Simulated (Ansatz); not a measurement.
## Ag (Fm-3m): phonons

Level of theory: PBEsol, PAW on Ansatz 0.2.0's default frozen-core files (fitted under PBE), scalar-relativistic.

The cell comes from a PAW relaxation under the same functional.

Command:

```sh
ansatz run input.yaml --threads 2 --pin off --max-ram 10240MiB --backend cpu --events-out ev --progress --plain --runs-dir out
```

Input file:

```yaml
crystal:
  lattice:
    - [0.0, 2.02711489457, 2.02711489457]
    - [2.02711489457, 0.0, 2.02711489457]
    - [2.02711489457, 2.02711489457, 0.0]
  atoms:
    - { symbol: Ag, position: [0.0, 0.0, 0.0] }
kpoints:
  mp_grid: { grid: [20, 20, 20] }
scf:
  occupations: { method: fermi_dirac, width: 0.1 }
hamiltonian:
  xc: pbesol
  pseudopotentials: { kind: paw }
phonons:
  qmesh: [4, 4, 4]
  qpath:
    path:
      - [0.0, 0.0, 0.0]
      - [0.5, 0.0, 0.5]
      - [0.625, 0.25, 0.625]
      - [0.375, 0.375, 0.75]
      - [0.0, 0.0, 0.0]
      - [0.5, 0.5, 0.5]
      - [0.5, 0.25, 0.75]
      - [0.5, 0.0, 0.5]
    npoints: 6
  temperatures: { t_min: 0, t_max: 1000, t_step: 100 }
```

Output (shortened where marked):

```
Warning: RAYON_NUM_THREADS=2 ignored (pool sized by the plan → 2); use --threads N
Engine: ansatz 0.2.0, x86_64-unknown-linux-gnu
Pseudopotentials: kind: paw
Pseudopotential: Ag, paw, valence charge 19, recommended cutoff 420 eV (normal), Ag.paw.azcp
Functional definition: PBEsol
  exchange = pbesol_x
  correlation = pbesol_c
Crystal: 4 atoms, lattice volume = 66.638 Å³
Basis set: ecut = 420 eV, 1317 PW (Γ), FFT grids on a1, a2, −a1+2a2+a3, exchange–correlation on 40×72×72 points (8 copies of the dense FFT grid, shifted against one another)
Bands: 44, of which v1, the nominal top of the filled ones, is band 38 counted from 1 (37 counted from 0)
Symmetry: 16 space group operations
k-points: 531 of 2000
Non-local potential: Ag, projectors of the file, l = 0: 3, l = 1: 2, l = 2: 2, l = 3: 1
PAW form: soft (Blöchl's): semilocal exchange-correlation on the pseudo side does not see the compensation charge
PAW frozen core: Ag, regenerated for the run's functional, and the local potential with it (the file was generated under x = pbe(κ = 0.804, μ = 0.2195149727645171), c = pbe(β = 0.06672455060314922))
PAW one-centre angular grid: Ag, 590 points (default); XC on 64 Gauss nodes
Initial density: handed on by an earlier stage of this run
Initial wavefunctions: those handed on with the density
Functional: x = pbesol(κ = 0.804, μ = 0.12345679012345678), c = pbesol(β = 0.046)
SCF iter   1: F=—  HF=-30089.013971 eV  |F-HF|=—  |Δ(HF+E_count)|=         —  Δρ=2.17e-7  dr2=2.26e-11  ethr=1.00e-12  ⟨swp⟩=4.5  Hψ=66123  notcnv=0
preconditioner: auto → Kerker (q_TF=auto, 2.789 Å⁻¹)  [metal: Δε(μ)=0.087 eV  Ē_g=9.967 eV  σ=0.100 eV  W_gap=0.21  n_scr=28 (ndim 8)  ℏωp=30.2 eV  f_vac=0.000  D(μ)=0.88/eV (n_scr^D=4)]
SCF iter   2: F=-30089.013971 eV  HF=-30089.013971 eV  |F-HF|=7.28e-12  |Δ(HF+E_count)|=  3.64e-12  Δρ=5.88e-8  dr2=1.43e-12  ethr=1.00e-12  ⟨swp⟩=3.0  Hψ=60228  notcnv=0
SCF 1 converged in 2 iterations: F = -30089.013971 eV  dr2 = 1.43e-12
  greatest PAW one-centre occupation: 1.001 electrons in one spin orbital (limit 2), on the Ag atom at site 3 (counted from 0), in its partial waves of l = 0
Symmetry: 2 space group operations
k-points: 531 of 2000 (time reversal used)
iter 1 solved again at ethr=1.29e-7 eV; its pass at ethr=3.10e-3 eV (dr2=9.84e-5 eV) is discarded
SCF iter   1: F=—  HF=-30089.013956 eV  |F-HF|=—  |Δ(HF+E_count)|=         —  Δρ=9.63e-5  dr2=5.11e-6  ethr=1.29e-7  ⟨swp⟩=2.3  Hψ=89134  notcnv=0  defer=79
SCF iter   2: F=—  HF=-30089.013953 eV  |F-HF|=—  |Δ(HF+E_count)|=   2.70e-6  Δρ=5.85e-5  dr2=1.93e-6  ethr=6.73e-9  ⟨swp⟩=1.1  Hψ=24853  notcnv=0  defer=79
SCF iter   3: F=—  HF=-30089.013953 eV  |F-HF|=—  |Δ(HF+E_count)|=   6.56e-7  Δρ=1.22e-5  dr2=1.03e-7  ethr=2.54e-9  ⟨swp⟩=2.0  Hψ=34797  notcnv=0  defer=79
SCF iter   4: F=—  HF=-30089.013953 eV  |F-HF|=—  |Δ(HF+E_count)|=   9.49e-9  Δρ=5.03e-6  dr2=3.30e-8  ethr=1.35e-10  ⟨swp⟩=2.0  Hψ=33979  notcnv=0  defer=79
SCF iter   5: F=—  HF=-30089.013953 eV  |F-HF|=—  |Δ(HF+E_count)|=   6.28e-9  Δρ=1.95e-6  dr2=2.78e-9  ethr=4.34e-11  ⟨swp⟩=2.2  Hψ=34033  notcnv=0  defer=79
[... 112 lines left out ...]
SCF 13 converged in 8 iterations: F = -30089.013954 eV  dr2 = 1.02e-12
SCF converged after 2 iterations
Free energy (F): -30089.013971 eV
Harris-Foulkes:  -30089.013971 eV  (|F-HF|=7.28e-12)
Internal energy: -30088.984235 eV  (E = F + TS)
E sigma→0 (E₀):  -30088.999103 eV
Entropy (-TS):   -0.029737 eV (-7.434 meV/atom)
Fermi energy:    17.698785 eV
--- Per-component energies (eV) ---
  E_band       = -911.307143
  E_kinetic    = 2109.875550
  E_local      = -8630.348013  (includes V_loc(G=0)·N_el)
  E_nonlocal   = 329.675463
  E_hartree    = 3930.891475
  E_xc         = -735.404801
  E_vxc        = -938.381612  (∫ρ·V_xc dr)
  E_paw        = -15337.684667  (= ΣΔE_a)
  E_vpaw       = -1643.912531  (= ΣTr[D̂ρ^β])
  E_aug_tail   = 0.001193  (compensation charges beyond the density's cutoff)
  E_ewald      = -11757.281390
  E_core_change = 1.290956  (= ΣΔE_core)
  E_smearing   = -0.029737  (= −TS)
  E_closure    = -0.000000  (closes the sum)
  Σ components = -30089.013971   (vs F -30089.013971, Δ=0.00e0)
--- Forces (eV/Å), atoms counted from 1 ---
  atom   1  Ag     0.00000000    -0.00000000    -0.00000000
  atom   2  Ag     0.00000000     0.00000000     0.00000000
  atom   3  Ag     0.00000000    -0.00000000    -0.00000000
  atom   4  Ag     0.00000000    -0.00000000     0.00000000
  max |Σ_I F_I| component: 2.52e-29 eV/Å
--- Phonons: 8 displaced members + 5 references (amplitude of the first 0.0025 Å, Σ member SCF iterations 64) ---
  ASR residual: 3.229e-4 → 0.000e0 eV/Å²; symmetrization residual: 1.705e-6 eV/Å²
  largest component of a force at the reference: 5.0e-29 eV/Å
  ASR residual per site (eV/Å²): 3.23e-4
  Γ frequencies (cm⁻¹): 0.00 0.00 0.00
--- Phonons (by wavevector): 8 wavevectors in 5 supercells ---
  supercell 1 (4 cells, vectors [1, 0, 0], [0, 2, -1], [0, -4, 4] in multiples of the cell's): 2 displaced members by 0.0025 Å; free energy -30089.013971 eV; taken off its force constants: by the sum rule 2.2e-4, by the ...
  symmetry images taken by strict's conditions (phonons.symmetry_images: auto; settled by no image being taken that strict refuses)
  supercell 2 (4 cells, vectors [1, 0, 0], [-1, 1, 1], [0, 0, 4] in multiples of the cell's): 2 displaced members by 0.0025 Å; free energy -30089.013971 eV; taken off its force constants: by the sum rule 3.2e-4, by the ...
  symmetry images taken by strict's conditions (phonons.symmetry_images: auto; settled by no image being taken that strict refuses)
  supercell 3 (4 cells, vectors [1, 0, 0], [0, 1, 0], [0, 0, 4] in multiples of the cell's): 1 displaced member by 0.0025 Å; free energy -30089.013971 eV; taken off its force constants: by the sum rule 4.4e-5, by the ...
  symmetry images taken by strict's conditions (phonons.symmetry_images: auto; settled by no image being taken that strict refuses)
  supercell 4 (4 cells, vectors [1, 0, 0], [0, 1, -1], [0, 0, 4] in multiples of the cell's): 1 displaced member by 0.0025 Å; free energy -30089.013971 eV; taken off its force constants: by the sum rule 7.1e-5, by the ...
  symmetry images taken by strict's conditions (phonons.symmetry_images: auto; settled by no image being taken that strict refuses)
  supercell 5 (4 cells, vectors [0, 1, -2], [-1, 1, 1], [0, 0, 4] in multiples of the cell's): 2 displaced members by 0.0025 Å; free energy -30089.013971 eV; taken off its force constants: by the sum rule 3.0e-4, by the ...
  symmetry images taken by strict's conditions (phonons.symmetry_images: auto; settled by no image being taken that strict refuses)
  q = [0.0000, 0.0000, 0.0000] (star 1, supercell 1; hermiticity 0.00e0, symmetrization 2.46e-17): 0.00 0.00 0.00
  q = [0.0000, 0.0000, 0.2500] (star 8, supercell 3; hermiticity 0.00e0, symmetrization 6.01e-16): 54.13 54.13 129.60
  q = [0.0000, 0.0000, -0.5000] (star 4, supercell 1; hermiticity 2.88e-16, symmetrization 1.29e-6): 78.57 78.57 178.33
  q = [0.0000, 0.2500, 0.2500] (star 6, supercell 4; hermiticity 1.66e-51, symmetrization 2.07e-16): 82.50 82.50 130.31
  q = [0.0000, 0.2500, -0.5000] (star 24, supercell 1; hermiticity 3.69e-16, symmetrization 1.48e-16): 98.84 116.43 164.65
  q = [0.0000, 0.2500, -0.2500] (star 12, supercell 2; hermiticity 7.64e-17, symmetrization 3.06e-16): 77.33 117.74 154.05
  q = [0.0000, -0.5000, -0.5000] (star 3, supercell 2; hermiticity 5.43e-16, symmetrization 6.58e-8): 117.46 117.46 175.71
  q = [0.2500, -0.5000, -0.2500] (star 6, supercell 5; hermiticity 1.58e-16, symmetrization 6.31e-16): 113.67 146.56 146.56
  joined force constants: q→R imaginary residual 0.00e0
  density of states and harmonic sums: on the 28×28×28 q-mesh, interpolated from the force constants of a 4×4×4 supercell (no non-analytic term)
  largest difference from the sums on the solved wave vectors: F 1.26e-2 eV, S 1.66e-5 and C_V 4.03e-6 eV/K
```

Self-consistency was reached.

### Harmonic thermodynamics

Harmonic phonons of a crystal by Kohn-Sham DFT at the given cell, standard atomic masses, acoustic sum rule imposed; negative wavenumbers are unstable modes; sums over wave vectors interpolated from the q mesh.

- Zero point energy: 21.39 meV/atom

```csv
temperature (K),phonon heat capacity (k_B/atom),phonon entropy (k_B/atom),phonon free energy (meV/atom)
100,2.375,2.004,14.67
200,2.821,3.833,-11.17
300,2.918,4.999,-49.54
400,2.954,5.844,-96.42
500,2.97,6.505,-149.7
600,2.979,7.047,-208.2
700,2.985,7.507,-270.9
800,2.988,7.906,-337.4
900,2.991,8.258,-407.1
1000,2.992,8.573,-479.6
```

Phonons on the q mesh:

One row a degenerate set, branches counted upwards.

| Quantity | Value |
| --- | --- |
| Unstable phonons | no |

```tsv
point	q a (r.l.u.)	q b (r.l.u.)	q c (r.l.u.)	branch	phonon wavenumber (cm⁻¹)	degeneracy
0.25/0/0	0.25	0	0	1	54.1	2
0.25/0/0	0.25	0	0	3	129.6	1
L	0.5	0	0	1	78.6	2
L	0.5	0	0	3	178.3	1
0.25/0.25/0	0.25	0.25	0	1	82.5	2
0.25/0.25/0	0.25	0.25	0	3	130.3	1
0.5/0.25/0	0.5	0.25	0	1	98.8	1
0.5/0.25/0	0.5	0.25	0	2	116.4	1
0.5/0.25/0	0.5	0.25	0	3	164.6	1
-0.25/0.25/0	-0.25	0.25	0	1	77.3	1
-0.25/0.25/0	-0.25	0.25	0	2	117.7	1
-0.25/0.25/0	-0.25	0.25	0	3	154	1
X	0.5	0.5	0	1	117.5	2
X	0.5	0.5	0	3	175.7	1
W	-0.25	0.5	0.25	1	113.7	1
W	-0.25	0.5	0.25	2	146.6	2
```

Limits of these numbers: frozen-core PAW files fitted under PBE, their cores solved anew for the functional of the run; responses of metals move with mesh and smearing.

Time and hardware: 4.2 min on 2 threads of Intel(R) Xeon(R) 6975P-C (Granite Rapids), with other jobs on the host, peak memory 2.4 GiB.
